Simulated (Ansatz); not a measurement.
Li:
```
CELL_PARAMETERS angstrom
      2.99422     0.00000     0.00000
     -1.49711     2.59307     0.00000
      0.00000     0.00000     9.76645
ATOMIC_POSITIONS crystal
  Li 0.00000 0.00000 0.00000
  Li 0.00000 0.00000 0.50000
  Li 0.33333 0.66667 0.25000
  Li 0.66667 0.33333 0.75000
```

Relaxed with LDA. Special points in fractions of this cell's reciprocal vectors: Γ (0.000, 0.000, 0.000); M (0.500, 0.000, 0.000); K (0.333, 0.333, 0.000); A (0.000, 0.000, 0.500); L (0.500, 0.000, 0.500); H (0.333, 0.333, 0.500).

Problem. List the band energies nearest the Fermi level at these points for plane-wave PAW LDA (Ansatz code).

Solution. In eV from the Fermi level; about four levels below and three above (degenerate sets whole), none deeper than 8.9 eV; points with the same levels are listed once.

```tsv
k	below	above
Γ	-3.57 -2.45 -2.45 -0.03	3.20 8.35 8.35
M	-0.07	0.53 0.69 1.32
K	–	1.62 1.62 2.22
A	-3.29 -3.29 -1.11 -1.11	4.98 4.98 12.29 12.29
L	–	0.12 0.12 1.11 1.11
H	–	1.59 1.59 2.28 2.28
```

Space group P6_3/mmc (dhcp (α-La type)). The first step of the workflow began from a Materials Project structure, measured or hypothetical; the Crystallography Open Database files this formula in space group No. 194, but the cells were not matched. It is not the phase usual at ambient conditions (space group No. 229). The LDA relaxation kept the symmetry of its start; whether a distortion lowers the energy is not shown.

Potentials: the later of the program's two PAW sets.
